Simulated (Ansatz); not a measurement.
Zn$_{2}$SeS in space group R3m (No. 160; Zn on 3a, Zn on 3a, Se on 3a, S on 3a), plane-wave PAW LDA (Ansatz code), all energies at zero smearing, with the estimated change up to a 700 eV cutoff added, with one set of potentials and settings (totals compare only within such a set). Cell of 4 atoms (2 Zn, 1 Se, 1 S): -12748.245 eV.

```tsv
element	reference phase	E (eV/atom)
Zn	P6_3/mmc, 2 atoms in the cell	-3246.2618
Se	P3_121, 3 atoms in the cell	-5383.2604
S	Fddd, 32 atoms in the cell	-869.4931
```

Formation energy per atom, worked out: (-12748.245 − 2×(-3246.2618) − 1×(-5383.2604) − 1×(-869.4931))/4 = -0.742 eV/atom (-72 kJ per mol of atoms), at 0 K, without zero-point energy or fitted corrections.

The first step of the workflow began from a Materials Project structure, measured or hypothetical; the Crystallography Open Database copy checked does not list it. Its standing as an ambient phase is unchecked. Symmetry was held in the LDA relaxation; of distortions, only those at the zone centre were tested. The references are the lowest solids computed at this level, not always the standard phases.

Potentials: the later of the program's two PAW sets.
